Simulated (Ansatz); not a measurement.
Given:

ZnCrF6:
```xyz
8
Lattice="2.5855 1.4927 4.4417 -2.5855 1.4927 4.4417 0.0000 -2.9855 4.4417" Properties=species:S:1:pos:R:3 pbc="T T T"
Zn     0.0000     0.0000     0.0000
Cr     0.0000     0.0000     6.6625
F     -0.4913     1.3967     7.7151
F      0.4913    -1.3967     5.6100
F     -0.9639    -1.1238     7.7151
F      0.9639     1.1238     5.6100
F      1.4552    -0.2729     7.7151
F     -1.4552     0.2729     5.6100
```
The run is spin-polarised; directions of the spins, atom by atom: 0 ↑ 0 0 0 0 0 0.

This is the HSE06-relaxed structure.

Question: All from HSE06 in the plane-wave PAW code Ansatz, unless another level is named. Predict the smallest direct gap on the standard path.

Answer: 3.31 eV.

Question: Next, the band gap?

Answer: 3.16 eV (indirect).

Question: Predict the conduction-band minimum.

Answer: at Γ.

Space group R-3. The first step of the workflow began from a Materials Project structure, measured or hypothetical; the Crystallography Open Database copy checked does not list it. With Zn and Cr taken as one species the cell has the higher symmetry R-3c, so it may be an ordered model of a mixed-site phase. Whether it is the stable phase at ambient conditions was not checked. Symmetry was held in the HSE06 relaxation; its stability against distortions is not shown here. Magnetic state: ferromagnetic, the only order run, not a proven ground state. The cell computed holds one magnetic atom, so no antiferromagnetic order was within reach. Other orbital occupations within this spin state were not tried. The hybrid was solved on a coarse mesh, the path and, where they were found, the r²SCAN edge points; its band edges are the extreme levels among these.

Potentials: the later of the program's two PAW sets.
